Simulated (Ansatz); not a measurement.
Al₃GaAs₄ in space group P-4m2 (No. 115; Pearson symbol tP8), PBE (plane waves, PAW; program Ansatz). The conduction-band minimum lies at Γ, with 1 equivalent valley. Second derivatives d²E/dk² of the lowest band at one valley (eV·Å²), along Cartesian directions:

```tsv
direction	d²E/dk²
[100]	90.58
[010]	90.58
[001]	74.87
[110]	90.77
[101]	82.65
[011]	82.65
```

Find the principal effective masses, the density-of-states mass and the conductivity mass.

Off-diagonal terms follow from H_xy = H[110] − (H_xx + H_yy)/2, and m*/mₑ = 7.620 eV·Å² over each eigenvalue: 0.084, 0.084, 0.10. One valley's DOS mass (m₁m₂m₃)^(1/3) = 0.090, conductivity mass 3/(Σ 1/mᵢ) = 0.089 mₑ.

What effective density of states Nc follows at 300 K for parabolic valleys?

Nc = 2.509e19 × 1 × (0.090)^(3/2) ≈ 6.8e17 cm⁻³.

The start of the workflow was typed in or built on a structure type; neither database checked (COD, Materials Project) lists it. Its standing as an ambient phase is unchecked. The cell was relaxed with PBE under the symmetry of its start; its stability against distortions is not shown here. Scalar-relativistic: spin–orbit coupling is off unless named, which matters more the heavier the elements.

Potentials: the earlier of the program's two PAW sets.

Edges and masses are those of Kohn–Sham bands, whose gap is no quasiparticle gap.
